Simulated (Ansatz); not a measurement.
Starting structure of a cell relaxation (symmetry kept):

```yaml
crystal:
  lattice:
    - [0.00000, 2.11000, 2.11000]
    - [2.11000, 0.00000, 2.11000]
    - [2.11000, 2.11000, 0.00000]
  atoms:
    - { symbol: Ta, position: [0.00000, 0.00000, 0.00000] }
```

Computed with DFT r2SCAN, scalar-relativistic, plane waves, PAW (Ansatz 0.2.0).

Settings: cutoff 500 eV, Γ-centred mesh 18×18×18 on the computed 1-atom cell, Gaussian smearing of 0.10 eV; no spin polarisation.

What does it relax to?

The volume decreases by 0.16 Å³/atom to 18.63 Å³/atom, and the energy falls by 0.9 meV/atom. Final structure:
```cif
data_structure
_symmetry_space_group_name_H-M 'Fm-3m'
_symmetry_Int_Tables_number 225
_cell_length_a 4.2079
_cell_length_b 4.2079
_cell_length_c 4.2079
_cell_angle_alpha 90.000
_cell_angle_beta 90.000
_cell_angle_gamma 90.000
_cell_volume 74.50
loop_
_atom_site_label
_atom_site_type_symbol
_atom_site_symmetry_multiplicity
_atom_site_Wyckoff_symbol
_atom_site_fract_x
_atom_site_fract_y
_atom_site_fract_z
_atom_site_occupancy
Ta1 Ta 4 a 0.00000 0.00000 0.00000 1
```

Spin–orbit coupling is left out, which can shift energies with elements as heavy as these.

This fcc form isn't the element's structure at ambient conditions.